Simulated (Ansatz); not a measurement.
Relaxed Lu (hcp, Mg type):

```
Lu
1.0
    3.50708     0.00000     0.00000
   -1.75354     3.03722     0.00000
    0.00000     0.00000     5.46208
Lu
2
Cartesian
  0.00000   2.02481   4.09656
  1.75354   1.01241   1.36552
```

Calculation: PBE (plane waves to 420 eV, PAW, scalar-relativistic; Ansatz, an electronic-structure program). k mesh 12×12×7 (Γ-centred), Fermi-Dirac smearing 0.05 eV. With partly filled bands, energies and forces of such displacements shift with the k mesh and the smearing. Lu is run without spin polarisation. Lu was relaxed with its symmetry unable to fall.

One atom of the cell was then moved (with its periodic images), all else fixed, and the forces (eV/Å) came out as:

```tsv
atom	Fx	Fy	Fz
Lu1	0.446	0.357	0.000
Lu2	-0.446	-0.357	0.000
```

With two atoms only their relative shift counts; take Lu2 as fixed.

Which atom was moved, and by which vector (Å)?

Lu1, by (-0.24, -0.24, 0.00), 0.34 Å in all.

(A displaced cell: forces are minus the slopes of the energy, force constants its curvatures, and phonons follow from these.)
